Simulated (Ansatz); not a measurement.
HgS:
```xyz
4
Lattice="4.1577 0.0000 0.0000 -2.0788 3.6007 0.0000 0.0000 0.0000 6.7777" Properties=species:S:1:pos:R:3 pbc="T T T"
Hg     2.0788     1.2002     3.3828
Hg     0.0000     2.4004     6.7716
S      2.0788     1.2002     5.9365
S      0.0000     2.4004     2.5477
```

Relaxed with PBEsol. Special points in fractions of this cell's reciprocal vectors: Γ (0.000, 0.000, 0.000); M (0.500, 0.000, 0.000); K (0.333, 0.333, 0.000); A (0.000, 0.000, 0.500); L (0.500, 0.000, 0.500); H (0.333, 0.333, 0.500).

### Question
List the band energies nearest the Fermi level at these points for plane-wave PAW PBEsol with spin–orbit coupling (Ansatz code).

### Answer
In eV from the Fermi level; about four levels below and three above (degenerate sets whole), none deeper than 8.9 eV; points with the same levels are listed once.

```json
[
 {"k": "Γ", "below": "-0.12 -0.12 -0.04 -0.04", "above": "0.04 0.04 1.27 1.27"},
 {"k": "M", "below": "-1.48 -1.48 -1.01 -1.01", "above": "2.25 2.25 2.80 2.80"},
 {"k": "K", "below": "-2.13 -2.13 -1.91 -1.90 -1.90", "above": "3.41 3.44 3.46 3.46"},
 {"k": "A", "below": "-0.50 -0.50 -0.50 -0.50", "above": "1.37 1.37 1.37 1.37"},
 {"k": "L", "below": "-1.60 -1.60 -1.60 -1.60", "above": "2.30 2.30 2.30 2.30"},
 {"k": "H", "below": "-1.48 -1.48 -1.48 -1.48", "above": "2.96 2.96 3.09 3.09"}
]
```

Space group P6_3mc (wurtzite). The first step of the workflow began from a Materials Project structure, measured or hypothetical; the Crystallography Open Database copy checked does not list it. COD files the formula under space group No. 152, 154, 166, 216, so this cell is another polymorph or a model. Whether it is the stable phase at ambient conditions was not checked. The PBEsol relaxation kept the symmetry of its start; its stability against distortions is not shown here. The Fermi level of a semimetal is unsure by some 0.05 eV on such meshes.

Potentials: the later of the program's two PAW sets.
